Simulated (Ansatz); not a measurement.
Cl:
```yaml
crystal:
  lattice:
    - [2.82065, 0.00000, 0.00000]
    - [0.00000, 2.82065, 0.00000]
    - [0.00000, 0.00000, 2.82065]
  atoms:
    - { symbol: Cl, position: [0.00000, 0.00000, 0.00000] }
```

Relaxed with PBE+D3(BJ). Special points in fractions of this cell's reciprocal vectors: Γ (0.000, 0.000, 0.000); X (0.000, 0.500, 0.000); M (0.500, 0.500, 0.000); R (0.500, 0.500, 0.500).

Problem. List the band energies nearest the Fermi level at these points for DFT-PBE+D3(BJ) in the program Ansatz with PAW potentials.

Solution. In eV from the Fermi level; about four levels below and three above (degenerate sets whole), none deeper than 8.9 eV; … stands for higher levels left out; points with the same levels are listed once.

```
k              below            above
-  -----------------  ---------------
Γ  -0.15 -0.15 -0.15           8.32 …
X              -5.35  0.50 0.50 11.34
M        -4.15 -4.15      1.06 6.27 …
R  -3.15 -3.15 -3.15                …
```

Space group Pm-3m (simple cubic). The cell is a constructed one: a structure type filled with these elements; neither database checked (COD, Materials Project) lists it. It is not the usual solid phase (space group No. 64). The PBE+D3(BJ) relaxation kept the symmetry of its start. At this level the phase is dynamically unstable (imaginary phonons). The substance is a gas or liquid at ambient conditions. With an odd number of electrons in the cell and no spin polarisation, the count alone makes it a metal.

Potentials: the later of the program's two PAW sets.
